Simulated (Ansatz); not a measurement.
**Sn: energy along a strain**

Sn, I4/mmm, a = 3.182 Å, c = 5.831 Å (as given, not relaxed at this level: -4.1 GPa). This isn't the element's structure at ambient conditions. Ansatz: PBEsol, PAW, 420 eV, Γ-centred 20×20×20 mesh on 1 atom, Gaussian smearing 0.15 eV; no spin polarisation. Cell vectors (Å): -1.591 1.591 2.916; 1.591 -1.591 2.916; 1.591 1.591 -2.916. The cell is strained by x per cent times the pattern (0 0 1 0 0 0) in the order xx yy zz yz xz xy (engineering shears), with fractional coordinates held. y is the free energy over the start, V0 = 29.512 Å³/atom. Points with a strain past 8.5 % were computed too (3) and aren't used here.

```
x (%) y (meV/atom)
-7.50        -58.33
-5.00        -43.80
-2.50        -23.99
 0.00          0.00
 2.50         27.97
 5.00             ?
 7.50         90.64
```

**Question.** Fit y = c1 x + c2 x² + c3 x³ to the other rows, get the stiffness along the pattern, and predict the missing energy.

**Answer.** Least squares on the rows shown. y = 10.434 x + 0.28780 x² − 0.0089526 x³. The clamped-ion stiffness p·C·p = 2 × 2.878 eV × 160.2 / 29.512 Å³ = 31 GPa, which is C33 in these axes (second derivative at the start, which stands under stress). With a term in x⁴ added, the coefficient of x² becomes 0.3054, 6 % more, which shows how far this figure hangs on the form. At x = 5.00 the fit asked for gives 58.25 meV/atom. The run gave 58.48 meV/atom, so the fit is 0.23 meV/atom too low, within twice the rms miss on the fitted rows (0.13 meV/atom).